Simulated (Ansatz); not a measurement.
# Y3Ge: rattling a relaxed structure

The cell was found from a structure generator's guess, not taken from experiment.

Level of theory: DFT PBE, scalar-relativistic, plane waves, PAW in Ansatz 0.2.0. Plane waves to 420 eV, a k mesh through Γ of 10×10×10 on the computed 4-atom cell and Gaussian smearing (0.10 eV); no spin polarisation.

The cell below (4 atoms, space group Pm-3m (No. 221)) is relaxed within its symmetry.

```
Y Ge
1.0
     4.69545    0.00000    0.00000
     0.00000    4.69545    0.00000
     0.00000    0.00000    4.69343
Y Ge
3 1
Direct
  0.00000 0.50000 0.50000
  0.50000 0.00000 0.50000
  0.50000 0.50000 0.00000
  0.00000 0.00000 0.00000
```

For the test a repeat of it with 8 atoms (edges 4.69, 4.70, 9.39 Å) was strained at random (σ = 1.5 % a component), the atoms were moved at random (σ = 0.05 Å), and all was relaxed again on a coarse 6×6×4 mesh (in the run’s order of axes) with 0.20 eV smearing, with no symmetry imposed.

The cell is a metal run without spin; a magnetic state may lie lower.

Problem. Does it come back?

Solution. It returns, within 1 meV/atom of the unmoved cell on that mesh and with the same symmetry when read at 0.1 Å. So it is stable against the distortions that fit this cell and that this random move excites. Modes that don't fit the cell aren't tested.
